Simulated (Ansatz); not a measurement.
VPt:
```
CELL_PARAMETERS angstrom
      2.68413     0.00000     0.00000
      0.00000     2.68413     0.00000
      0.00000     0.00000     3.88686
ATOMIC_POSITIONS crystal
  Pt 0.00000 0.00000 0.00000
  V  0.50000 0.50000 0.50000
```

Relaxed with r²SCAN.

Problem. Give the Bader charges and basin volumes of the independent atoms, the program Ansatz at the r²SCAN level (PAW).

Solution. 

```csv
atom,Bader charge (e),Bader volume (Å³)
Pt1,-1.10,18.2
V2,+1.10,9.8
```

Space group P4/mmm (L1₀ or tetragonal B2). The workflow started from an entry of the Crystallography Open Database (COD). Whether it is the stable phase at ambient conditions was not checked. The cell was relaxed with r²SCAN under the symmetry of its start; whether a distortion lowers the energy is not shown. The workflow began spin-polarised and lost its moments. Scalar-relativistic: spin–orbit coupling is off unless named, which matters more the heavier the elements.

Potentials: the later of the program's two PAW sets.
